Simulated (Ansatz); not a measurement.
An Ansatz (a quantum-chemistry and plane-wave program) run. Input:

Ansatz 0.2 input:
```yaml
crystal:
  lattice:
    - [4.067902039, 0.0, 0.0]
    - [-2.0339510195, 3.5229065059, 0.0]
    - [0.0, 0.0, 7.2701283561]
  atoms:
    - { symbol: Pb, position: [0.0, 0.0, 0.0] }
    - { symbol: Pb, position: [0.0, 0.0, 0.5] }
    - { symbol: S, position: [0.3333333333, 0.6666666667, 0.25] }
    - { symbol: S, position: [0.6666666667, 0.3333333333, 0.75] }
kpoints:
  mp_grid: { grid: [17, 17, 8] }
hamiltonian:
  xc: pbesol
  pseudopotentials: { kind: paw }
scf:
  occupations: { method: fermi_dirac, width: 0.1 }
elastic: { mode: relaxed_ion, stencil: two_point, amplitude: 0.005, f_tol: 0.0005 }
```

Output (shortened):

```
Pseudopotentials: kind: paw
Pseudopotential: Pb, paw, valence charge 14
Pseudopotential: S, paw, valence charge 6
Functional definition: PBEsol
Crystal: 4 atoms, lattice volume = 104.187 Å³
Basis set: ecut = 420 eV, 2005 PW (Γ), exchange–correlation on 60×60×100 points (8 copies of the dense FFT grid, shifted against one another)
Bands: 24, of which v1, the nominal top of the filled ones, is band 20 counted from 1 (19 counted from 0)
Symmetry: 24 space group operations
Space group: P63/mmc (ITA 194), of the structure as read, at distance tolerance 4.7e-5 Å
k-points: 165 of 2312
PAW frozen core: Pb, regenerated for the run's functional, and the local potential with it
PAW frozen core: S, regenerated for the run's functional, and the local potential with it
Initial wavefunctions: pseudopotential atomic-orbital guess
Eigensolver: davidson
Functional: x = pbesol(κ = 0.804, μ = 0.12345679012345678), c = pbesol(β = 0.046)
all-band conjugate gradients solve this SCF's bands
SCF 1 converged in 11 iterations: F = -25281.596047 eV  dr2 = 7.71e-15
Crystal: 4 atoms, lattice volume = 103.666 Å³
Symmetry: 8 space group operations
k-points: 405 of 2312
Initial density: handed on by an earlier stage of this run
Initial wavefunctions: pseudopotential atomic-orbital guess (no wavefunctions were taken with the density)
SCF 2 converged in 12 iterations: F = -25281.595440 eV  dr2 = 4.97e-14
relax step   1: F+E_penalty+E_count = -25281.59544020 eV  Δ(F+E_penalty+E_count) = +0.000e0 eV  max|allowed force component| = 1.944e-2 eV/Å  Δτ_max = 0.0000 Å  (12 SCF iters, accepted)
density extrapolation: transplant  |δρ|_rms = 1.678e-2 e/Å³  SAD shift = 2.306e-3 e/Å³
Crystal: 4 atoms, lattice volume = 103.666 Å³
Initial wavefunctions: those handed on with the density
SCF 3 converged in 9 iterations: F = -25281.595529 eV  dr2 = 1.48e-14
relax step   2: F+E_penalty+E_count = -25281.59552877 eV  Δ(F+E_penalty+E_count) = -8.857e-5 eV  max|allowed force component| = 6.280e-3 eV/Å  Δτ_max = 0.0067 Å  (9 SCF iters, accepted)
density extrapolation: transplant  |δρ|_rms = 1.678e-2 e/Å³  SAD shift = 5.452e-4 e/Å³
Crystal: 4 atoms, lattice volume = 103.666 Å³
SCF 4 converged in 8 iterations: F = -25281.595539 eV  dr2 = 2.98e-14
relax step   3: F+E_penalty+E_count = -25281.59553899 eV  Δ(F+E_penalty+E_count) = -1.022e-5 eV  max|allowed force component| = 1.683e-4 eV/Å  Δτ_max = 0.0016 Å  (8 SCF iters, accepted)
Crystal: 4 atoms, lattice volume = 103.666 Å³
SCF 5 converged in 7 iterations: F = -25281.595539 eV  dr2 = 6.43e-14
Crystal: 4 atoms, lattice volume = 104.708 Å³
Basis set: ecut = 420 eV, 2021 PW (Γ), exchange–correlation on 60×60×100 points (8 copies of the dense FFT grid, shifted against one another)
SCF 6 converged in 12 iterations: F = -25281.595244 eV  dr2 = 4.74e-14
relax step   1: F+E_penalty+E_count = -25281.59524415 eV  Δ(F+E_penalty+E_count) = +0.000e0 eV  max|allowed force component| = 1.864e-2 eV/Å  Δτ_max = 0.0000 Å  (12 SCF iters, accepted)
density extrapolation: transplant  |δρ|_rms = 1.676e-2 e/Å³  SAD shift = 1.654e-3 e/Å³
Crystal: 4 atoms, lattice volume = 104.708 Å³
SCF 7 converged in 9 iterations: F = -25281.595336 eV  dr2 = 1.09e-14
relax step   2: F+E_penalty+E_count = -25281.59533640 eV  Δ(F+E_penalty+E_count) = -9.225e-5 eV  max|allowed force component| = 4.762e-4 eV/Å  Δτ_max = 0.0048 Å  (9 SCF iters, accepted)
Crystal: 4 atoms, lattice volume = 104.708 Å³
SCF 8 converged in 8 iterations: F = -25281.595336 eV  dr2 = 4.98e-14
density extrapolation: transplant  |δρ|_rms = 1.677e-2 e/Å³  SAD shift = 3.806e-3 e/Å³
Crystal: 4 atoms, lattice volume = 103.666 Å³
SCF 9 converged in 10 iterations: F = -25281.595217 eV  dr2 = 3.24e-14
density extrapolation: first-order (α = -2.000)  |δρ|_rms = 1.677e-2 e/Å³  SAD shift = 3.777e-3 e/Å³
Crystal: 4 atoms, lattice volume = 104.708 Å³
Basis set: ecut = 420 eV, 2017 PW (Γ), exchange–correlation on 60×60×100 points (8 copies of the dense FFT grid, shifted against one another)
SCF 10 converged in 7 iterations: F = -25281.595026 eV  dr2 = 2.04e-14
Crystal: 4 atoms, lattice volume = 104.186 Å³
Basis set: ecut = 420 eV, 2009 PW (Γ), exchange–correlation on 60×60×100 points (8 copies of the dense FFT grid, shifted against one another)
Symmetry: 4 space group operations
k-points: 621 of 2312
SCF 11 converged in 10 iterations: F = -25281.595722 eV  dr2 = 1.22e-14
relax step   1: F+E_penalty+E_count = -25281.59572196 eV  Δ(F+E_penalty+E_count) = +0.000e0 eV  max|allowed force component| = 3.541e-4 eV/Å  Δτ_max = 0.0000 Å  (10 SCF iters, accepted)
Crystal: 4 atoms, lattice volume = 104.186 Å³
SCF 12 converged in 8 iterations: F = -25281.595722 eV  dr2 = 4.33e-14
Crystal: 4 atoms, lattice volume = 104.186 Å³
SCF 13 converged in 10 iterations: F = -25281.595722 eV  dr2 = 1.16e-14
relax step   1: F+E_penalty+E_count = -25281.59572196 eV  Δ(F+E_penalty+E_count) = +0.000e0 eV  max|allowed force component| = 3.541e-4 eV/Å  Δτ_max = 0.0000 Å  (10 SCF iters, accepted)
Crystal: 4 atoms, lattice volume = 104.186 Å³
SCF 14 converged in 8 iterations: F = -25281.595722 eV  dr2 = 4.37e-14
SCF converged after 11 iterations
Free energy (F): -25281.596047 eV
Harris-Foulkes:  -25281.596047 eV  (|F-HF|=7.28e-12)
Internal energy: -25281.590651 eV  (E = F + TS)
E sigma→0 (E₀):  -25281.593349 eV
Entropy (-TS):   -0.005396 eV (-1.349 meV/atom)
Fermi energy:    8.612046 eV
--- Per-component energies (eV) ---
  E_band       = -115.581491
  E_kinetic    = 786.769627
  E_local      = -2477.321866  (includes V_loc(G=0)·N_el)
  E_nonlocal   = 761.621490
  E_hartree    = 963.237729
  E_xc         = -631.177851
  E_vxc        = -440.960334  (∫ρ·V_xc dr)
  E_paw        = -21674.695241  (= ΣΔE_a)
  E_vpaw       = -672.165960  (= ΣTr[D̂ρ^β])
  E_aug_tail   = 0.000096  (compensation charges beyond the density's cutoff)
  E_ewald      = -3010.272767
  E_core_change = 0.248132  (= ΣΔE_core)
  E_smearing   = -0.005396  (= −TS)
  E_closure    = 0.000000  (closes the sum)
  Σ components = -25281.596047   (vs F -25281.596047, Δ=0.00e0)
--- Forces (eV/Å), atoms counted from 1 ---
  atom   1  Pb     0.00000000     0.00000000     0.00000000
  atom   2  Pb     0.00000000     0.00000000     0.00000000
  atom   3  S      0.00000000     0.00000000     0.00000000
  atom   4  S      0.00000000     0.00000000     0.00000000
  max |Σ_I F_I| component: 3.70e-17 eV/Å
--- Stress (GPa, compression-positive) ---
       -0.031906       0.000000       0.000000
        0.000000      -0.031906       0.000000
        0.000000       0.000000      -0.030398
  P = ⅓ Tr σ = -0.0314 GPa (-0.314 kbar)
  The stress holds the Pulay correction. Without it, at fixed plane waves, as pw.x and ABINIT print it: P = -0.0452 GPa
  The stress includes an estimate of the error left by incomplete SCF convergence (largest component  0.0000 GPa; it does not cover the PAW one-centre terms).
--- Band table (eV; the first three rows and the last of 165) ---
  k-point 0: bands = ["-8.5963", "-8.5206", "-8.5206", "-8.4992", "-8.4992", "-8.4865", "-8.4865", "-8.4224", "-8.4224", "-8.4163", "-5.2984", "-4.1145", "-0.8347", "2.0154", "5.7176", "6.3464", "6.3464", "6.8072", "6.8072", "8.6012", "8.8635", "11.6766", "11.6766", "12.1530"]
  k-point 1: bands = ["-8.5893", "-8.5194", "-8.5194", "-8.4998", "-8.4998", "-8.4846", "-8.4846", "-8.4250", "-8.4250", "-8.4230", "-5.2670", "-4.1853", "-0.7181", "1.8863", "5.8243", "6.3644", "6.3644", "6.7904", "6.7904", "8.2354", "9.2588", "11.6755", "11.6755", "12.1039"]
  k-point 2: bands = ["-8.5695", "-8.5161", "-8.5161", "-8.5015", "-8.5015", "-8.4787", "-8.4787", "-8.4423", "-8.4327", "-8.4327", "-5.1741", "-4.3663", "-0.4023", "1.5435", "6.1036", "6.4156", "6.4156", "6.7421", "6.7421", "7.7837", "9.7996", "11.6787", "11.6787", "11.9872"]
  k-point 164: bands = ["-8.5537", "-8.5537", "-8.4971", "-8.4971", "-8.4723", "-8.4723", "-8.4627", "-8.4627", "-8.4594", "-8.4594", "-3.6081", "-3.6081", "0.0017", "0.0017", "3.8069", "3.8069", "6.1239", "6.1239", "6.3884", "6.3884", "8.9469", "8.9469", "12.1487", "12.1487"]
  band table: 24 of 24 bands, residual norms ≤ 1.0e-3 eV
--- Elastic constants: 3 strain directions × 2 members + reference (group order 24) ---
  dense FFT box of the reference and of every strained cell: 30×30×50
  strains applied: 11, 33, 23; error gains …
  C = ∂σ_k/∂η_j (tension-positive GPa; Voigt order 11 22 33 23 13 12):
        74.918     39.742     46.677      0.000      0.000      0.000
        39.742     74.918     46.677      0.000      0.000      0.000
        46.670     46.670    113.851      0.000      0.000      0.000
         0.000      0.000      0.000     40.041      0.000      0.000
         0.000      0.000      0.000      0.000     40.041      0.000
         0.000      0.000      0.000      0.000      0.000     17.588
  reference stress σ⁰ (GPa):      0.032      0.032      0.030      0.000      0.000      0.000
  moduli (Voigt/Reuss/Hill, GPa): K = 58.87/55.87/57.37   G = 28.24/24.48/26.36   E = 68.57   ν = 0.301
  mechanically stable: yes (min eigenvalue of sym C = 17.59 GPa)
  strain η (Voigt 11):  stress-route row diagonal C_11 = 74.92 GPa, energy-path curvature d²(F+E_count+ΔE)/dδ²/Ω₀ = 74.93 GPa
         δ    σ_11 (GPa)             F (eV)   n_scf  n_hpsi   n_pw
    -5.000e-3      -0.3447      -25281.5955390       7  154131   2044   relax 3 steps, max|allowed force component| 1.68e-4 eV/Å
     5.000e-3       0.4044      -25281.5953364       8  159374   2068   relax 2 steps, max|allowed force component| 4.76e-4 eV/Å
  strain η (Voigt 33):  stress-route row diagonal C_33 = 113.85 GPa, energy-path curvature d²(F+E_count+ΔE)/dδ²/Ω₀ = 113.85 GPa
         δ    σ_33 (GPa)             F (eV)   n_scf  n_hpsi   n_pw
    -5.000e-3      -0.5423      -25281.5952174      10   88407   2042   relax 0 steps, max|allowed force component| 1.94e-16 eV/Å
     5.000e-3       0.5962      -25281.5950260       7   74248   2066   relax 0 steps, max|allowed force component| 1.25e-16 eV/Å
  strain η (Voigt 23):  stress-route row diagonal C_44 = 40.04 GPa, energy-path curvature d²(F+E_count+ΔE)/dδ²/Ω₀ = 40.03 GPa
         δ    σ_23 (GPa)             F (eV)   n_scf  n_hpsi   n_pw
    -5.000e-3      -0.2002      -25281.5957220       8  245273   2054   relax 1 steps, max|allowed force component| 3.54e-4 eV/Å
     5.000e-3       0.2002      -25281.5957220       8  245339   2054   relax 1 steps, max|allowed force component| 3.54e-4 eV/Å
```

Cost: very roughly 11 core-minutes on shared cores.

Space group P6_3/mmc (NiAs type). The start of the workflow was typed in or built on a structure type; neither database checked (COD, Materials Project) lists it. It is not the phase usual at ambient conditions (space group No. 225). Symmetry was held in the PBEsol relaxation; of distortions, only those at the zone centre were tested, and some modes there are weakly imaginary. As this level gives no gap, shear constants depend on the k-mesh and smearing (Fermi–Dirac, 0.1 eV here). Spin–orbit coupling is left out wherever it is not named.

Potentials: the later of the program's two PAW sets.

Ansatz is a plane-wave DFT program.
